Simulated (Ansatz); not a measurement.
NbAs (CsCl type), relaxed with PBE (Ansatz, an electronic-structure program, plane waves, PAW): a = 3.2175 Å, b = 3.2175 Å, c = 3.2175 Å, α = 90.00°, β = 90.00°, γ = 90.00°.

| Item | Result |
|---|---|
| ΔH_f (eV/atom) | -0.43 |
| B₀ by P(V) fit (GPa) | 165 |

Problem. The same phase is relaxed and computed with PBEsol in the same code. What are the cell and these values now?

Solution. a = 3.180 Å, b = 3.180 Å, c = 3.180 Å, α = 90.00°, β = 90.00°, γ = 90.00°.

- ΔH_f (eV/atom) = -0.50
- B₀ by P(V) fit (GPa) = 182

Constructed cells (a structure type filled with these elements, in neither database checked): NbAs, CsCl type. All cells were relaxed under the symmetry of their starts (and spin orders); stability against distortions was not tested throughout. Rows with no word on spin ran without spin polarisation. Scalar-relativistic: spin–orbit coupling is off unless named, which matters more the heavier the elements.

Potentials: the later of the program's two PAW sets.

Ansatz is a plane-wave DFT program.

Formation energies count from the lowest solids of the elements computed at the same level, not from gases.
